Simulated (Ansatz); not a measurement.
Relaxed-ion elastic tensor of SiN₂ in space group Pa-3 (No. 205; Si on 4a, N on 8c) in GPa (Voigt order), r²SCAN (plane waves, PAW; program Ansatz); density 4.26 g/cm³, 7.29 Å³ per atom.

```
773  141  141  0.0  0.0  0.0
141  773  141  0.0  0.0  0.0
141  141  773  0.0  0.0  0.0
0.0  0.0  0.0  409  0.0  0.0
0.0  0.0  0.0  0.0  409  0.0
0.0  0.0  0.0  0.0  0.0  409
```

Q: Is the crystal mechanically stable?

A: Yes: the smallest eigenvalue of C is 409 GPa.

Q: Work out the Voigt, Reuss and Hill averages.

A: K_V = 352, K_R = 352, K_H = 352; G_V = 372, G_R = 366, G_H = 369 GPa.

Q: Give Young's modulus, Poisson's ratio, Pugh's ratio and the universal anisotropy index.

A: E = 9KG/(3K + G) = 820 GPa; ν = 0.11; K/G = 0.95 (brittle by the Pugh limit of 1.75); A_U = 5G_V/G_R + K_V/K_R − 6 = 0.08.

Q: Estimate the sound speeds and the Debye temperature.

A: v_l = √((K + 4G/3)/ρ) = 14100 m/s, v_t = √(G/ρ) = 9310 m/s, mean 10200 m/s; Θ = (h/k)(3n/4πV)^(1/3) v_m = 1560 K.

Q: Give the Zener ratio and Young's modulus along [100], [110] and [111].

A: A = 2C44/(C11 − C12) = 1.29; 1/E = S11 − 2(S11 − S12 − S44/2)Γ with Γ = 0, 1/4, 1/3 gives 730, 839, 883 GPa.

The start of the workflow was typed in or built on a structure type; neither database checked (COD, Materials Project) lists it. Whether it is the stable phase at ambient conditions was not checked. Symmetry was held in the r²SCAN relaxation; whether a distortion lowers the energy is not shown.

Potentials: the earlier of the program's two PAW sets. The files were generated under PBE; for other functionals the program regenerates the frozen cores, and for LDA and PBEsol the local potential too.
